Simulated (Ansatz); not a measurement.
InPd (CsCl type, Pm-3m) at seven volumes, plane-wave PAW PBE (Ansatz code), scaled uniformly. One row is withheld.

| V (Å³/atom) | P (GPa) |
|---|---|
| 16.428 | 13.84 |
| 16.969 | 8.27 |
| 17.511 | 3.69 |
| 18.052 | 0.00 |
| 18.594 | -2.95 |
| 19.135 | ? |
| 19.677 | -7.32 |

### Question
Fit the shown pressures and predict the withheld one.

### Answer
P = (3/2)B₀(x^(7/2) − x^(5/2))[1 + (3/4)(B′ − 4)(x − 1)] with x = (V₀/V)^(2/3). Least squares on the six rows gives V₀ = 18.055 Å³/atom, B₀ = 110 GPa, B′ = 6.04. At V = 19.135, x = 0.9620 and P = -5.36 GPa. The run itself gave -5.36 GPa.

The PBE relaxation kept the symmetry of its start. No spin polarisation was allowed.

Potentials: the earlier of the program's two PAW sets.
